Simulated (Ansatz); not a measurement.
CdAg, DFT, PBEsol, PAW with Ansatz's default frozen-core files, scalar-relativistic (Ansatz 0.2.0), run on 1 thread of Arm Neoverse V2 on a shared host.

The cell is COD entry 9008796, as deposited and not checked against the literature; nothing was relaxed. The listed cell was then made from it by scaling, straining or moving an atom.

Command: `ansatz run input.yaml --threads 1 --pin off --max-ram 3072MiB --backend cpu --events-out ev --progress --plain --runs-dir out`

```yaml
crystal:
  lattice:
    - [3.3410632042, 0.0, 0.0]
    - [0.0, 3.3410632042, 0.0]
    - [0.0, 0.0, 3.3410632042]
  atoms:
    - { symbol: Cd, position: [0.5, 0.5, 0.5] }
    - { symbol: Ag, position: [0.0, 0.0, 0.0] }
kpoints:
  mp_grid: { grid: [12, 12, 12] }
scf:
  occupations: { method: fermi_dirac, width: 0.05 }
hamiltonian:
  xc: pbesol
  pseudopotentials: { kind: paw }
output:
  forces: true
  stress: true
  eigenvalues: true
  efg: { contact_densities: true }
```

Task: How large is the problem that the program sets up?

Result: 84 irreducible k-points, 739 plane waves at Γ, 24 bands.

Task: Estimate the wall time and the peak memory.

Result: 4.2 s of wall time for 6 SCF iterations, with a peak of 0.39 GiB. Times on shared machines scatter by tens of per cent.

Task: And the same cell and mesh by crystal-made all-electron datasets, asked for forces, stress, eigenvalues, efg, on the same hardware?

Result: 7.5 s, peak memory 0.51 GiB.
